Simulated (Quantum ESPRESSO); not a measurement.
Ge6Si, a curve over strain

Computed values, not a measurement. The program is pw.x of Quantum ESPRESSO 7.5 (plane-wave density functional theory). The cell is made up: 7 atoms on a zincblende/diamond lattice with one site empty, with randomly drawn elements, strain and displacements, not relaxed. PseudoDojo standard norm-conserving files (v0.5 for PBE, v0.4.1 for LDA and PBEsol) set the functional; there is no spin polarisation, spin-orbit coupling or dispersion term, and the masses in the input are unused placeholders. A spin-polarised start on this cell or one of its family kept no moment.

Seven runs add a strain to one cell (shear xy, as the tensor component); the atoms follow the cell and are not relaxed. Stress in the table is positive in tension.

Input of the run at -0.0002:

```
&control calculation='scf', pseudo_dir='./dojo.nc.sr.pbe.v0_5.standard.upf', outdir='./o', disk_io='medium', tprnfor=.true., tstress=.true. /
&system ibrav=0, nat=7, ntyp=2, nbnd=54, ecutwfc=77.98206166, nosym=.true., tot_charge=0,
 occupations='smearing', smearing='fd', degauss=0.0073498644
/
&electrons conv_thr=7.350e-09, electron_maxstep=60, /
ATOMIC_SPECIES
Ge 1.0 Ge.upf
Si 1.0 Si.upf
CELL_PARAMETERS angstrom
5.8004 -0.0872 0.0367
-0.0871 5.735 -0.02
0.0367 -0.02 5.8522
ATOMIC_POSITIONS angstrom
Ge 0.0314 -0.0465 0.0246
Ge -0.0268 2.8129 2.9445
Ge 2.9023 -0.0832 2.9141
Ge 2.8325 2.8294 0.0296
Ge 1.3897 4.3116 4.3866
Si 4.3514 1.3611 4.4023
Ge 4.314 4.192 1.4864
K_POINTS automatic
6 6 6 1 1 1
```

```
added strain  free energy less that of the input shown (eV)  stress xx (GPa)  stress yy (GPa)  stress zz (GPa)  stress xy (GPa)  pressure (GPa)  iterations
     -0.0232                                         0.1229             2.86             2.38             3.21            -3.16           -2.81          11
     -0.0002                                         0.0000             3.20             2.69             3.47            -1.30           -3.12          11
     +0.0026                                        -0.0081             3.22             2.71             3.49            -1.07           -3.14          11
     +0.0108                                        -0.0231             3.26             2.74             3.52            -0.41           -3.17          11
     +0.0208                                        -0.0245             3.25             2.73             3.52             0.41           -3.17          11
     +0.0246                                        -0.0198             3.24             2.72             3.51             0.72           -3.16          11
```

Question: one run is left out of the table, at +0.0182. Estimate its stress xy (GPa).

Answer: 0.19. The whole row:

```
added strain  free energy less that of the input shown (eV)  stress xx (GPa)  stress yy (GPa)  stress zz (GPa)  stress xy (GPa)  pressure (GPa)  iterations
     +0.0182                                        -0.0259             3.26             2.74             3.53             0.19           -3.18          11
```

A cubic fit gives a slope of stress xy against the added strain of 81 GPa at zero added strain, with the atoms clamped. Across the table the free energy follows the integral of the stress to within 0.3 meV. A rerun of one of the cells at 1347 eV and a 8 x 8 x 8 mesh moved values by no more than 0.004 eV in energy, 0.02 GPa in stress and 0.003 eV/Å in force.